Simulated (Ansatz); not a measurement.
Bi₂LiTe₃ in space group P-3m1 (No. 164; Te on 2d, Bi on 2d, Te on 1a, Li on 1b) at seven volumes, PBE+D3(BJ) in the plane-wave PAW code Ansatz, shape and atoms relaxed at each. One row is withheld.

```json
[
 {"V (Å³/atom)": "27.290", "P (GPa)": "?"},
 {"V (Å³/atom)": "28.190", "P (GPa)": "2.82"},
 {"V (Å³/atom)": "29.090", "P (GPa)": "1.29"},
 {"V (Å³/atom)": "29.990", "P (GPa)": "0.00"},
 {"V (Å³/atom)": "30.889", "P (GPa)": "-1.05"},
 {"V (Å³/atom)": "31.789", "P (GPa)": "-1.89"},
 {"V (Å³/atom)": "32.689", "P (GPa)": "-2.58"}
]
```

Task: Fit the shown pressures and predict the withheld one.

Result: P = (3/2)B₀(x^(7/2) − x^(5/2))[1 + (3/4)(B′ − 4)(x − 1)] with x = (V₀/V)^(2/3). Least squares on the six rows gives V₀ = 29.991 Å³/atom, B₀ = 38.3 GPa, B′ = 5.66. At V = 27.290, x = 1.0649 and P = 4.72 GPa. The run itself gave 4.67 GPa.

A made-up cell: these elements were put on the sites of a structure type; neither database checked (COD, Materials Project) lists it. Its standing as an ambient phase is unchecked. The PBE+D3(BJ) relaxation kept the symmetry of its start; of distortions, only those at the zone centre were tested. Scalar-relativistic: spin–orbit coupling is off unless named, which matters more the heavier the elements.

Potentials: the later of the program's two PAW sets.
